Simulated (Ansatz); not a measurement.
# Computed properties of HfSi

HfSi:
Space group Fm-3m (No. 225); a = b = c = 5.3554 Å, α = β = γ = 90.00°

| atom | site | symmetry | x | y | z |
|---|---|---|---|---|---|
| Si | 4a | m-3m | 0.0000 | 0.0000 | 0.0000 |
| Hf | 4b | m-3m | 0.5000 | 0.5000 | 0.5000 |
(The calculation used a cell of 2 atoms; values per cell refer to that cell.)

Space group Fm-3m (No. 225), rock salt; conventional cell a = b = c = 5.355 Å, α = β = γ = 90.00°.

Method: the program Ansatz at the PBE level (PAW). The cell and atoms are relaxed at this level. Other levels are named where they apply.

**Cell and energy**

```yaml
volume_per_atom: 19.20 Å³
density: 8.93 g/cm³
Formation energy from the elements (no fitted shifts): -0.56 eV/atom
```

**Electronic structure**

```yaml
electronic_character: metallic (no gap)
Density of states at the Fermi level: 0.21 states/eV per atom (mean over ±0.08 eV)
```

**Mechanics**

```yaml
Bulk modulus (Birch–Murnaghan fit): 117 GPa
Pressure derivative B′: 3.7
```

The cell is a constructed one: a structure type filled with these elements; neither database checked (COD, Materials Project) lists it. COD files the formula under space group No. 62, so this cell is another polymorph or a model. Its standing as an ambient phase is unchecked. The cell was relaxed with PBE under the symmetry of its start; whether a distortion lowers the energy is not shown. The run is not spin-polarised. The references are the lowest solids computed at this level, not always the standard phases. Spin–orbit coupling is left out wherever it is not named.

Potentials: the later of the program's two PAW sets.
